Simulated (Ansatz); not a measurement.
The relaxed structure here is a generated cell of CoSi2: the first start was made by placing the elements on the sites of a structure type, and the end was not matched to a known phase here, so it may be hypothetical. Known forms of CoSi2 include space group No. 225.

One stationary structure of CoSi2. Space group P6/mmm (No. 191). Method: PBE (plane waves to 420 eV, PAW, scalar-relativistic; Ansatz, a first-principles code).

Space group P6/mmm (No. 191); a = b = 4.164 Å, c = 2.499 Å, α = β = 90.00°, γ = 120.00°

```tsv
atom	site	symmetry	x	y	z
Co	1a	6/mmm	0.0000	0.0000	0.0000
Si	2d	-6m2	0.3333	0.6667	0.5000
```

```json
{
 "volume_per_atom": "12.51 Å³",
 "band_gap": "zero (metallic)",
 "magnetic_moment": "zero (the starting moments vanished)",
 "shortest_distances": "Si–Si 2.40 Å; Co–Co 2.50 Å; Co–Si 2.71 Å",
 "k-mesh": "13×13×18"
}
```

Band energies at high-symmetry points (eV from the Fermi level; labels of this space group; no spin-orbit coupling), from −5 eV up to 1.3 eV:

```json
[
 {"point": "Γ", "energies": "-4.46 -3.06 -1.72 -1.72 -0.50 -0.50 0.43 0.43"},
 {"point": "M", "energies": "-2.27 -2.02 -0.60 -0.52 -0.05"},
 {"point": "K", "energies": "-2.65 -2.19 -2.19 -0.57 -0.57"},
 {"point": "A", "energies": "-3.12 -3.12 -1.92 -1.92 -0.81 -0.81 -0.38 0.54"},
 {"point": "L", "energies": "-4.19 -1.28 -1.27 -0.52 0.57 0.80 0.82"},
 {"point": "H", "energies": "-3.99 -1.98 -0.92 -0.92 -0.82 -0.82"}
]
```

No spin polarisation in the result: the starting moments vanished. The relaxed primitive cell holds an odd number of electrons. A magnetic state may lie lower.

The run could not lower the symmetry of its start; a shaken copy of this end point relaxes with PBE to P4/mbm (No. 127), 0.66 eV/atom lower.
